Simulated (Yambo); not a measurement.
Absorption of a free-standing BN monolayer (symmetry Amm2, slab cell 13.0 Å high) under uniaxial strain of +4 % along x, the other axes held with and without the electron-hole interaction (Yambo, PBEsol bands; 30×30×1 mesh, 2 valence and 3 conduction bands, static screening with 17 bands and a 4 Ry block, scissor 2.57 eV, Tamm-Dancoff, stochastic integration of W near q = 0; field along x). x lies along the first cell vector.

```csv
E (eV),"Im α, BSE (Å)","Im α, independent quasiparticles (Å)"
4.05,0.15,0.01
4.15,0.18,0.01
4.25,0.22,0.01
4.35,0.29,0.01
4.45,0.38,0.01
4.55,0.53,0.02
4.65,0.80,0.02
4.75,1.32,0.02
4.85,2.56,0.02
4.95,6.22,0.02
5.05,13.6,0.02
5.15,7.68,0.02
5.25,3.08,0.02
5.35,1.59,0.03
5.45,1.03,0.03
5.55,0.83,0.03
5.65,0.88,0.03
5.75,1.37,0.04
5.85,3.00,0.04
5.95,3.04,0.04
6.05,1.49,0.05
6.15,1.23,0.06
6.25,0.78,0.07
6.35,0.56,0.08
6.45,0.43,0.09
6.55,0.32,0.11
6.65,0.23,0.14
6.75,0.19,0.18
6.85,0.16,0.25
6.95,0.16,0.41
7.05,0.17,0.80
7.15,0.19,1.35
7.25,0.23,1.56
7.35,0.36,1.81
7.45,0.57,1.92
7.55,0.39,2.03
7.65,0.23,1.99
7.75,0.17,2.55
7.85,0.16,2.91
7.95,0.15,3.02
8.05,0.14,3.47
8.15,0.16,3.47
8.25,0.15,3.07
8.35,0.16,2.51
8.45,0.16,2.05
8.55,0.14,1.95
8.65,0.13,1.39
8.75,0.12,1.29
8.85,0.15,1.32
8.95,0.15,1.23
9.05,0.12,1.02
9.15,0.10,0.97
9.25,0.11,1.01
9.35,0.13,0.84
9.45,0.13,0.60
9.55,0.12,0.61
9.65,0.10,0.69
9.75,0.11,0.73
9.85,0.13,0.60
9.95,0.14,0.48
10.05,0.12,0.47
10.15,0.11,0.47
10.25,0.12,0.45
10.35,0.12,0.35
10.45,0.15,0.31
10.55,0.18,0.35
10.65,0.19,0.38
10.75,0.21,0.40
10.85,0.37,0.30
10.95,0.39,0.25
```

The scissor comes from a G0W0 run whose convergence isn't established. Broadening 0.1 eV. The band window holds all transitions up to 12.5 eV. Fine structure above the onset can come from the mesh.

Geometry strained from the cell relaxed with PBEsol, atoms relaxed again; primitive cell a = 2.6053 Å, b = 2.5305 Å, c = 13.0000 Å, α = β = 90.00°, γ = 120.98°.
